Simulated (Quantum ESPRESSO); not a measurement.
```
CaGa2P2
1.0
    3.84094     0.00000     0.00000
   -1.92047     3.32635     0.00000
    0.00000     0.00000    16.40002
P Ca Ga
4 2 4
Cartesian
  1.92047   1.10878   6.30614
  0.00000   2.21757  10.09388
  0.00000   2.21757  14.50615
  1.92047   1.10878   1.89387
  0.00000   0.00000   0.00000
  0.00000   0.00000   8.20001
  1.92047   1.10878  13.52231
  0.00000   2.21757   2.87771
  0.00000   2.21757   5.32230
  1.92047   1.10878  11.07772
```

The geometry is that of Materials Project entry mp-1078849, symmetrised and not relaxed again.

**Question.** What does LDA (pw.x of Quantum ESPRESSO, ONCV potentials, scalar-relativistic) give for the electronic structure near the Fermi level?

**Answer.** The LDA gap is indirect, 0.06 eV, from Γ to M; the smallest direct gap is 0.63 eV. Spin-orbit splittings are left out.

The structure is a Materials Project entry; no match was found in the copy of COD used, and its stability was not checked.
